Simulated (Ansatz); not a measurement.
Task: Zr (diamond, space group No. 227) is relaxed with the program Ansatz at the PBEsol level (PAW). What lattice parameters of the conventional cell result?

Result: a = 6.138 Å.

Space group Fd-3m (diamond). The start of the workflow was typed in or built on a structure type; neither database checked (COD, Materials Project) lists it. It is not the phase usual at ambient conditions (space group No. 194). The cell was relaxed with PBEsol under the symmetry of its start. At this level the phase is dynamically unstable (imaginary phonons). No spin polarisation was allowed. The volume moved by -22 % from the start of the relaxation.

Potentials: the later of the program's two PAW sets.
